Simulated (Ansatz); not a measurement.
input.yaml (Ansatz)

```yaml
crystal:
  lattice:
    - [-3.2365434864, 3.2754729362, 1.7238837625]
    - [3.2754729362, -3.2365434864, 1.7238837625]
    - [3.2080766815, 3.2080766815, -1.6525844038]
  atoms:
    - { symbol: Bi, position: [0.000428642, 0.999571358, 1.0] }
    - { symbol: Bi, position: [0.749571358, 0.250428642, 0.5] }
hamiltonian:
  xc: pbesol
  pseudopotentials:
    kind: paw
    azcp:
      Bi: "pseudopotentials/Bi.paw.azcp"
basis:
  ecutwfc: 420
  fft_grid_basis: typed
kpoints:
  mp_grid: { grid: [12, 12, 8], shift: [0, 0, 0] }
magnetization:
  spin_polarized: false
scf:
  occupations: { method: fermi_dirac, width: 0.1 }
  lower_state_search: "off"
output:
  stress: true
  write_density: true
  write_potential: true
  elf: true
  volumetric_format: npy
```

Terminal output

```
Warning: the record states the generating functional pbe (its physics header spells it `PBE`), which answers neither for hamiltonian.xc's functional nor for the pbesol family's — results may be inconsistent (PPs are generated against a specific XC)
Engine: ansatz 0.2.0, aarch64-unknown-linux-gnu
Pseudopotentials: kind: paw
Pseudopotential: Bi, paw, valence charge 15, recommended cutoff 420 eV (normal) 
Functional definition: PBEsol
  exchange = pbesol_x
  correlation = pbesol_c
Crystal: 2 atoms, lattice volume = 72.446 Å³
Basis set: ecut = 420 eV, 1421 PW (Γ)
Bands: 19, of which v1, the nominal top of the filled ones, is band 15 counted from 1 (14 counted from 0)
Symmetry: 4 space group operations
Space group: C2/c (ITA 15), of the structure as read, at distance tolerance 4.2e-5 Å
k-points: 320 of 1152
Non-local potential: Bi, projectors of the file, l = 0: 2, l = 1: 2, l = 2: 2, l = 3: 2
PAW form: soft (Blöchl's): semilocal exchange-correlation on the pseudo side does not see the compensation charge
PAW frozen core: Bi, regenerated for the run's functional, and the local potential with it (the file was generated under x = pbe(κ = 0.804, μ = 0.2195149727645171), c = pbe(β = 0.06672455060314922))
PAW one-centre angular grid: Bi, 590 points (default); XC on 64 Gauss nodes
Initial density: superposition of atomic densities (neutral atoms: chi_scale 0, normalization atom), corrected by the library's trained network
Initial wavefunctions: pseudopotential atomic-orbital guess
Functional: x = pbesol(κ = 0.804, μ = 0.12345679012345678), c = pbesol(β = 0.046)
SCF iter   1: F=—  HF=-24483.849245 eV  |F-HF|=—  |Δ(HF+E_count)|=         —  Δρ=1.47e-3  dr2=1.84e-3  ethr=1.77e-3  ⟨swp⟩=6.0  Hψ=29361  notcnv=0
SCF iter   2: F=—  HF=-24483.847726 eV  |F-HF|=—  |Δ(HF+E_count)|=   1.52e-3  Δρ=1.05e-3  dr2=9.79e-4  ethr=6.12e-6  ⟨swp⟩=2.2  Hψ=12005  notcnv=0
SCF iter   3: F=—  HF=-24483.847599 eV  |F-HF|=—  |Δ(HF+E_count)|=   1.26e-4  Δρ=5.22e-4  dr2=1.33e-4  ethr=3.26e-6  ⟨swp⟩=2.0  Hψ=10898  notcnv=0
SCF iter   4: F=—  HF=-24483.847559 eV  |F-HF|=—  |Δ(HF+E_count)|=   4.06e-5  Δρ=3.63e-4  dr2=6.38e-5  ethr=4.45e-7  ⟨swp⟩=1.0  Hψ=6136  notcnv=0
SCF iter   5: F=—  HF=-24483.847551 eV  |F-HF|=—  |Δ(HF+E_count)|=   7.83e-6  Δρ=1.63e-4  dr2=1.54e-5  ethr=2.13e-7  ⟨swp⟩=2.0  Hψ=10898  notcnv=0
SCF iter   6: F=—  HF=-24483.847545 eV  |F-HF|=—  |Δ(HF+E_count)|=   5.68e-6  Δρ=8.88e-5  dr2=4.26e-6  ethr=5.14e-8  ⟨swp⟩=3.0  Hψ=11423  notcnv=0
SCF iter   7: F=—  HF=-24483.847543 eV  |F-HF|=—  |Δ(HF+E_count)|=   2.11e-6  Δρ=3.05e-5  dr2=4.94e-7  ethr=1.42e-8  ⟨swp⟩=2.0  Hψ=9897  notcnv=0
SCF iter   8: F=-24483.847543 eV  HF=-24483.847543 eV  |F-HF|=7.88e-9  |Δ(HF+E_count)|=   2.66e-7  Δρ=4.10e-6  dr2=7.76e-9  ethr=3.33e-10  ⟨swp⟩=7.6  Hψ=45113  notcnv=0
SCF 1 converged in 8 iterations: F = -24483.847543 eV  dr2 = 7.76e-9
SCF converged after 8 iterations
Free energy (F): -24483.847543 eV
Harris-Foulkes:  -24483.847543 eV  (|F-HF|=7.88e-9)
Internal energy: -24483.805442 eV  (E = F + TS)
E sigma→0 (E₀):  -24483.826492 eV
Entropy (-TS):   -0.042101 eV (-21.051 meV/atom)
Fermi energy:    9.172647 eV
--- Per-component energies (eV) ---
  E_band       = -232.904489
  E_kinetic    = 602.232125
  E_local      = -3088.575369  (includes V_loc(G=0)·N_el)
  E_nonlocal   = 1123.375505
  E_hartree    = 995.475619
  E_xc         = -299.030092
  E_vxc        = -286.268475  (∫ρ·V_xc dr)
  E_paw        = -21018.958443  (= ΣΔE_a)
  E_vpaw       = -574.623272  (= ΣTr[D̂ρ^β])
  E_aug_tail   = -0.000929  (compensation charges beyond the density's cutoff)
  E_ewald      = -2798.503363
  E_core_change = 0.179504  (= ΣΔE_core)
  E_smearing   = -0.042101  (= −TS)
  E_closure    = -0.000000  (closes the sum)
  Σ components = -24483.847543   (vs F -24483.847543, Δ=0.00e0)
--- Stress (GPa, compression-positive) ---
       -4.735509       0.169399      -0.133401
        0.169399      -4.735509      -0.133401
       -0.133401      -0.133401      -4.755109
  P = ⅓ Tr σ = -4.7420 GPa (-47.420 kbar)
--- Band table (eV; the first three rows and the last of 320) ---
  k-point 0: bands = ["-13.6554", "-13.6230", "-13.5839", "-13.5727", "-13.4878", "-13.4869", "-13.4816", "-13.4807", "-13.4399", "-13.3658", "-3.5233", "-0.0057", "6.4307", "6.5252", "12.0893", "12.3726", "12.4098", "13.0346", "13.0845"]
  k-point 1: bands = ["-13.6475", "-13.6234", "-13.5880", "-13.5673", "-13.4911", "-13.4852", "-13.4795", "-13.4775", "-13.4440", "-13.3734", "-3.4286", "-0.2095", "6.5617", "6.6254", "11.6347", "11.7682", "12.5230", "13.0230", "13.1187"]
  k-point 2: bands = ["-13.6256", "-13.6239", "-13.5974", "-13.5521", "-13.5027", "-13.4788", "-13.4771", "-13.4693", "-13.4549", "-13.3936", "-3.1483", "-0.7370", "6.9353", "6.9503", "10.3828", "10.6387", "12.8901", "13.0189", "13.7250"]
  k-point 319: bands = ["-13.6276", "-13.6276", "-13.4995", "-13.4995", "-13.4940", "-13.4940", "-13.4862", "-13.4862", "-13.4793", "-13.4793", "-1.7514", "-1.7514", "4.6125", "4.6125", "12.2870", "12.2870", "14.1987", "14.1987", "18.1944"]
```
